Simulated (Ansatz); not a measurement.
Given:

SiCO$_{4}$:
```
SiCO4
1.0
   -2.18939     2.18939     3.27480
    2.18939    -2.18939     3.27480
    2.18939     2.18939    -3.27480
Si C O
1 1 4
Direct
  0.00000   0.00000   0.00000
  0.75000   0.25000   0.50000
  0.41353   0.27670   0.42699
  0.84970   0.98654   0.57301
  0.72330   0.15030   0.13684
  0.01346   0.58647   0.86316
```

This is the PBEsol-relaxed structure.

Question: All from PBEsol (plane waves, PAW; program Ansatz), unless another level is named. Estimate the static dielectric constant ε0 (ions relaxed, cell fixed).

Answer: 4.89 (xx = yy), 5.27 (zz).

Question: Next, the electronic dielectric constant ε∞ (DFPT)?

Answer: 2.71 (xx = yy), 2.73 (zz).

Question: Predict the Born charges (a third of the trace).

Answer: Si +3.42, C +2.90, O -1.58 e.

Space group I-4. The start of the workflow was typed in or built on a structure type; neither database checked (COD, Materials Project) lists it. Whether it is the stable phase at ambient conditions was not checked. The PBEsol relaxation kept the symmetry of its start; whether a distortion lowers the energy is not shown.

Potentials: the later of the program's two PAW sets.
